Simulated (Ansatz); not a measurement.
CsHgCl3 (cubic perovskite, Pm-3m), plane-wave PAW PBEsol (Ansatz code), all energies at zero smearing, with the estimated change up to a 700 eV cutoff added, with one set of potentials and settings (totals compare only within such a set). Cell of 5 atoms (1 Cs, 1 Hg, 3 Cl): -22442.215 eV.

```tsv
element	reference phase	E (eV/atom)
Cs	P6_3/mmc, 2 atoms in the cell	-5585.7977
Hg	R-3m, 1 atoms in the cell	-13668.0149
Cl	Cmce, 4 atoms in the cell	-1060.8120
```

Formation energy per atom, worked out: (-22442.215 − 1×(-5585.7977) − 1×(-13668.0149) − 3×(-1060.8120))/5 = -1.193 eV/atom (-115 kJ per mol of atoms), at 0 K, without zero-point energy or fitted corrections.

The workflow started from an entry of the Crystallography Open Database (COD), which files this formula under 2 space groups. Its standing as an ambient phase is unchecked. Symmetry was held in the PBEsol relaxation; of distortions, only those at the zone centre were tested. The references are the lowest solids computed at this level, not always the standard phases (solids in place of the gases). Scalar-relativistic: spin–orbit coupling is off unless named, which matters more the heavier the elements.

Potentials: the later of the program's two PAW sets.
